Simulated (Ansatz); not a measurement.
System: GaAs (zinc blende type), 2 atoms in the cell.

Computed with PBE, all-electron LAPW, point nucleus (Ansatz).

k-mesh 8×8×8 Γ-centred; Fermi–Dirac smearing of 0.1 eV; no spin polarisation.

```
Ga As
1.0
     0.00000    2.87500    2.87500
     2.87500    0.00000    2.87500
     2.87500    2.87500    0.00000
Ga As
1 1
Direct
  0.00000 0.00000 0.00000
  0.25000 0.25000 0.25000
```

**Question.** Would the cell expand or shrink if it were free to relax?

**Answer.** The pressure is -0.11 GPa, so at these settings the cell is stretched and would shrink.

The k-mesh is modest, so these values aren't fully converged in k.
